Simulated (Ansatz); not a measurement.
The relaxed structure here is a generated cell of B: the first start was made by placing the elements on the sites of a structure type, and the end was not matched to a known phase here, so it may be hypothetical.

A relaxed cell of B (P-3m1 (No. 164)), relaxed on a k-mesh at least as fine as the one used below. The numbers are results of r2SCAN (plane waves to 500 eV, PAW, scalar-relativistic; Ansatz, a quantum-chemistry and plane-wave program), not measurements. Γ-centred k-mesh 13×13×18 on the run's cell (coarser than for final values), Fermi–Dirac smearing 0.05 eV.

```
B
1.0
    5.74774     0.00000     0.00000
   -1.43693     2.48884     0.00000
    0.00000     0.00000     1.78456
B
4
Direct
  0.16667   0.66667   0.78378
  0.66667   0.66667   0.78378
  0.33333   0.33333   0.21622
  0.83333   0.33333   0.21622
```

The atoms are displaced along an unstable phonon of this cell by (Å):

```tsv
atom	ux	uy	uz
B1	0.019	0.011	0.148
B2	-0.019	-0.011	-0.148
B3	0.019	0.011	0.148
B4	-0.019	-0.011	-0.148
```

Q: What forces (eV/Å) and pressure result?

A: 
```csv
atom,Fx,Fy,Fz
B1,-0.07,-0.04,0.48
B2,0.35,0.20,-0.27
B3,-0.35,-0.20,0.27
B4,0.07,0.04,-0.48
```

Pressure +5.8 GPa.

The undisplaced cell is probably no minimum: from this displacement the run went on to Immm (No. 71), 0.20 eV/atom below it.

No spin polarisation in the result.
